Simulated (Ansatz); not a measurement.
The relaxed structure here is a generated cell of TiAl: the first start was made by placing the elements on the sites of a structure type, and the end was not matched to a known phase here, so it may be hypothetical. Known forms of TiAl include space group No. 123.

One starting cell of TiAl (a generated cell, TiAl placed in the AFLOW prototype AB_cF8_225_a_b (B1, as in NaCl)) was relaxed twice with Ansatz (plane waves, PAW, scalar-relativistic): with r2SCAN at 500 eV and with PBE at 420 eV. The r2SCAN result:

```xyz
2
Lattice="0.0000 2.6354 2.6354 2.6354 0.0000 2.6354 2.6354 2.6354 0.0000" Properties=species:S:1:pos:R:3 pbc="T T T"
Al     0.0000     0.0000     0.0000
Ti     2.6354     2.6354     2.6354
```

```tsv
quantity	r2SCAN	PBE
space group	Fm-3m	Fm-3m
volume (Å³/atom)	18.30	[?]
a (Å)	5.271	[?]
gap (eV, no spin-orbit coupling)	0.00	[?]
```

### Question
Fill in the PBE column.

### Answer

- volume (Å³/atom), PBE: 18.52
- a (Å), PBE: 5.291
- gap (eV, no spin-orbit coupling), PBE: 0.00

Both levels end in the same structure; PBE's volume is 1.2 % larger. Neither column is exact.

No spin polarisation in the result.

The run could not lose the symmetry of its start: the end is stationary, and may be a saddle point rather than a minimum.

All atoms sit on sites fixed by symmetry, so only the cell could relax.

Ansatz is a first-principles code.
